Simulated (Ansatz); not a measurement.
## Band table of YTe

```xyz
2
Lattice="0.0000 2.2399 2.2399 2.2399 0.0000 2.2399 2.2399 2.2399 0.0000" Properties=species:S:1:pos:R:3 pbc="T T T"
Y     2.2399    2.2399    2.2399
Te    0.0000    0.0000    0.0000
```

The base volume is that of a database entry, so it needn't be at zero pressure; the structure needn't be the stable phase, at rest or compressed.

Computed with Ansatz 0.2.0; functional LDA, scalar-relativistic. Settings: a Γ-centred 10×10×10 k mesh, Fermi–Dirac smearing of 0.05 eV, no spin polarisation. Methods: LAPW: all electrons, basis error target 1 meV/atom.

This run: volume at 0.4 of the series' base cell.

Spin–orbit coupling is left out, which matters for the heavy atoms.

Path points, in fractions of the reciprocal vectors: Γ (0.000, 0.000, 0.000), X (0.500, 0.000, 0.500), U (0.625, 0.250, 0.625), K (0.375, 0.375, 0.750), L (0.500, 0.500, 0.500), W (0.500, 0.250, 0.750). The distance column jumps between branches of the path. Levels in eV from the Fermi level; bands 20 to 30, counted from the lowest band of the run. The gap is zero, the pressure 400.8 GPa.

```
# k(1/Å) point b20 b21 b22 b23 b24 b25 b26 b27 b28 b29 b30
0.000 Γ -22.81 -22.81 -22.81 -16.19 -2.29 -2.29 -2.29 0.72 0.72 0.80 0.80
0.234 - -23.12 -22.88 -22.88 -15.55 -2.88 -2.77 -2.56 -2.56 0.84 1.60 1.60
0.468 - -23.76 -23.07 -23.07 -14.17 -5.77 -3.98 -2.80 -2.80 1.20 3.33 3.33
0.701 - -24.43 -23.34 -23.34 -13.46 -6.99 -5.01 -2.55 -2.55 1.77 5.22 5.22
0.935 - -25.02 -23.62 -23.62 -14.33 -5.78 -5.78 -1.81 -1.81 2.49 6.41 6.41
1.169 - -25.45 -23.83 -23.83 -15.38 -6.25 -3.95 -0.83 -0.83 3.19 6.12 6.12
1.403 X -25.62 -23.91 -23.91 -15.79 -6.41 -3.12 -0.31 -0.31 3.51 5.63 5.63
1.485 - -25.61 -23.95 -23.89 -15.72 -6.40 -3.17 -0.54 -0.35 3.76 5.51 5.68
1.568 - -25.56 -24.07 -23.84 -15.52 -6.36 -3.29 -1.09 -0.47 4.37 5.19 5.81
1.651 - -25.50 -24.26 -23.75 -15.21 -6.33 -3.49 -1.79 -0.62 4.73 5.16 6.00
1.733 - -25.40 -24.48 -23.63 -14.81 -6.32 -3.74 -2.53 -0.72 4.20 6.01 6.23
1.816 - -25.28 -24.71 -23.49 -14.35 -6.40 -4.01 -3.25 -0.70 3.64 6.46 6.89
1.898 U -25.14 -24.94 -23.33 -13.84 -6.58 -4.31 -3.94 -0.50 3.08 6.64 7.76
2.757 K -25.14 -24.94 -23.33 -13.84 -6.58 -4.31 -3.94 -0.50 3.08 6.64 7.76
3.005 - -25.46 -24.63 -22.81 -12.20 -7.71 -5.57 -5.10 1.22 1.48 6.50 7.63
3.253 - -25.54 -24.06 -22.42 -11.04 -8.71 -6.32 -5.52 0.12 3.62 5.26 6.17
3.501 - -25.12 -23.53 -22.33 -12.11 -7.39 -5.96 -5.37 -0.94 2.44 3.75 5.33
3.749 - -24.28 -23.13 -22.49 -13.89 -5.15 -4.57 -4.53 -1.69 0.53 2.45 4.05
3.997 - -23.31 -22.89 -22.71 -15.48 -3.25 -2.99 -2.22 -2.14 -0.39 1.45 2.59
4.245 Γ -22.81 -22.81 -22.81 -16.19 -2.29 -2.29 -2.29 0.72 0.72 0.80 0.80
4.447 - -23.19 -22.78 -22.78 -15.70 -3.12 -2.45 -2.45 -0.98 -0.98 0.93 3.11
4.650 - -24.07 -22.71 -22.71 -14.54 -4.63 -3.70 -3.70 -1.03 -1.03 0.88 5.70
4.852 - -25.02 -22.60 -22.60 -13.15 -6.09 -5.13 -5.13 -0.23 -0.23 0.92 8.45
5.055 - -25.83 -22.48 -22.48 -11.84 -7.28 -6.25 -6.25 0.89 0.89 1.37 9.66
5.257 - -26.37 -22.39 -22.39 -10.83 -8.16 -6.95 -6.95 2.05 2.05 2.33 7.21
5.460 L -26.56 -22.36 -22.36 -10.40 -8.53 -7.19 -7.19 2.63 2.63 3.19 5.80
5.625 - -26.49 -22.56 -22.42 -10.13 -9.43 -7.01 -6.39 2.03 2.57 4.13 5.36
5.790 - -26.30 -23.05 -22.61 -10.66 -9.43 -6.50 -5.49 1.71 2.24 4.84 5.45
5.956 - -26.00 -23.67 -22.91 -11.73 -8.55 -5.73 -5.08 1.65 1.89 4.85 6.81
6.121 - -25.59 -24.25 -23.33 -12.52 -7.63 -5.06 -5.04 1.38 2.26 5.21 8.21
6.286 - -25.11 -24.64 -23.82 -13.00 -6.77 -5.13 -4.96 1.93 2.51 5.60 7.04
6.451 W -24.78 -24.78 -24.15 -13.16 -6.29 -5.17 -5.17 2.58 2.58 5.60 6.19
6.568 - -25.00 -24.56 -24.14 -13.41 -5.91 -5.56 -4.73 1.86 3.30 5.61 6.11
6.685 - -25.21 -24.35 -24.10 -14.00 -5.88 -4.92 -4.27 1.17 3.98 5.61 5.87
6.802 - -25.38 -24.17 -24.04 -14.68 -6.13 -3.83 -3.61 0.57 4.59 5.42 5.62
6.919 - -25.51 -24.03 -23.98 -15.26 -6.29 -3.46 -2.18 0.10 4.75 5.11 5.63
7.036 - -25.59 -23.94 -23.93 -15.65 -6.38 -3.21 -0.91 -0.21 3.95 5.49 5.63
7.153 X -25.62 -23.91 -23.91 -15.79 -6.41 -3.12 -0.31 -0.31 3.51 5.63 5.63
```
